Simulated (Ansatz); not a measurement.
BaHg, first-principles data

BaHg:
```
BaHg
1.0
    4.16514     0.00000     0.00000
    0.00000     4.16514     0.00000
    0.00000     0.00000     4.16514
Ba Hg
1 1
Direct
  0.00000   0.00000   0.00000
  0.50000   0.50000   0.50000
```

Space group Pm-3m (No. 221), CsCl type; conventional cell a = b = c = 4.1651 Å, α = β = γ = 90.00°.

Method: the program Ansatz at the r²SCAN level (PAW). The cell and atoms are relaxed at this level. Other levels are named where they apply.

**Cell and energy**

```yaml
volume_per_atom: 36.13 Å³
density: 7.77 g/cm³
Formation energy from the elements (no fitted shifts): -0.59 eV/atom
```

**Electronic structure**

```yaml
electronic_character: metallic (no gap)
Density of states at the Fermi level: 0.70 states/eV per atom (mean over ±0.08 eV)
```

The first step of the workflow began from a Materials Project structure, measured or hypothetical; the Crystallography Open Database copy checked does not list it. With Ba and Hg taken as one species the cell has the higher symmetry Im-3m, so it may be an ordered model of a mixed-site phase. Whether it is the stable phase at ambient conditions was not checked. The r²SCAN relaxation kept the symmetry of its start; whether a distortion lowers the energy is not shown. The references are the lowest solids computed at this level, not always the standard phases. Spin–orbit coupling is left out wherever it is not named.

Potentials: the later of the program's two PAW sets.
